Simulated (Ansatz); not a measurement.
A geometry of Ag away from equilibrium: step 2 of the relaxation of a relaxed Ag cell, doubled along one cell vector, shaken by Gaussian noise of σ = 0.08 Å a coordinate. Computed with PBEsol (plane waves to 420 eV, PAW, scalar-relativistic; Ansatz, a first-principles code). Γ-centred k-mesh 14×14×7 on the run's cell (coarser than for final values), Fermi–Dirac smearing 0.05 eV. The plane waves were selected for a different cell earlier on the path.

```
CELL_PARAMETERS angstrom
     -0.00294     2.02719     2.03286
      2.01917    -0.00860     2.03853
      3.89705     3.92441     0.12409
ATOMIC_POSITIONS crystal
  Ag 0.97498 0.01479 0.00168
  Ag 0.99250 0.04435 0.47333
```

**Question.** What forces act on the atoms (eV/Å)?

**Answer.** 
```json
[
 {"atom": "Ag1", "Fx": "-0.69", "Fy": "-0.72", "Fz": "0.74"},
 {"atom": "Ag2", "Fx": "0.69", "Fy": "0.72", "Fz": "-0.74"}
]
```

The path ends in Fm-3m (No. 225) (fcc (Cu type)). No spin polarisation in the result.

The run could not lose the symmetry of its start.
